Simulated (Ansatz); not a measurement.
This cell of WP2 (space group Cmc2_1) is off equilibrium:

```yaml
crystal:
  lattice:
    - [1.56115, -5.52136, 0.00000]
    - [1.56115, 5.52136, 0.00000]
    - [0.00000, 0.00000, 4.91156]
  atoms:
    - { symbol: P, position: [0.07091, 0.92909, 0.38302] }
    - { symbol: P, position: [0.92909, 0.07091, 0.88302] }
    - { symbol: P, position: [0.79597, 0.20403, 0.20100] }
    - { symbol: P, position: [0.20403, 0.79597, 0.70100] }
    - { symbol: W, position: [0.40703, 0.59297, 0.49899] }
    - { symbol: W, position: [0.59297, 0.40703, 0.99899] }
```

Level of theory: PBEsol (plane waves to 420 eV, PAW, scalar-relativistic; Ansatz, a first-principles code). k mesh 15×15×10 (Γ-centred), Fermi-Dirac smearing 0.05 eV. Energies are smeared free energies. Compression counts positive. Spin-orbit coupling is left out, though W is heavy. WP2 is run without spin polarisation. WP2 was relaxed with its symmetry unable to fall.

**Question.** Give the stress tensor in GPa and the pressure.

**Answer.** 
```
    5.1      0.0      0.0
    0.0      6.2      0.0
    0.0      0.0      5.2
```
The pressure, a third of the trace, is 5.5 GPa.

**Question.** It is the relaxed cell scaled evenly to V/V₀ = 0.975, atoms relaxed where free. What is its energy relative to the relaxed cell?

**Answer.** 6 meV/atom.

(Under strain, the slope of the energy per volume gives the stress and its curvature an elastic modulus.)
